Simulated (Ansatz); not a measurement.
Here is the system:

LaF:
```xyz
4
Lattice="4.2546 0.0000 0.0000 -2.1273 3.6846 0.0000 0.0000 0.0000 5.1802" Properties=species:S:1:pos:R:3 pbc="T T T"
La     0.0000     2.4564     1.2951
La     2.1273     1.2282     3.8852
F      0.0000     2.4564     3.8852
F      2.1273     1.2282     1.2951
```

This is the LDA-relaxed structure. Tensor components refer to the Cartesian frame of this cell.

All from plane-wave PAW LDA (Ansatz code), unless another level is named. Estimate the Debye temperature from the elastic constants.

207 K.

Give the elastic constants (relaxed ions, GPa).

C11 = 120, C12 = 94.5, C13 = 43.4, C33 = 133, C44 = 13.5.

Space group P6_3/mmc. The workflow started from a Materials Project entry (that database holds measured and hypothetical structures alike); the Crystallography Open Database copy checked does not list it. Its standing as an ambient phase is unchecked. Symmetry was held in the LDA relaxation; whether a distortion lowers the energy is not shown. As this level gives no gap, shear constants depend on the k-mesh and smearing (Fermi–Dirac, 0.1 eV here). Spin–orbit coupling is left out wherever it is not named.

Potentials: the later of the program's two PAW sets.
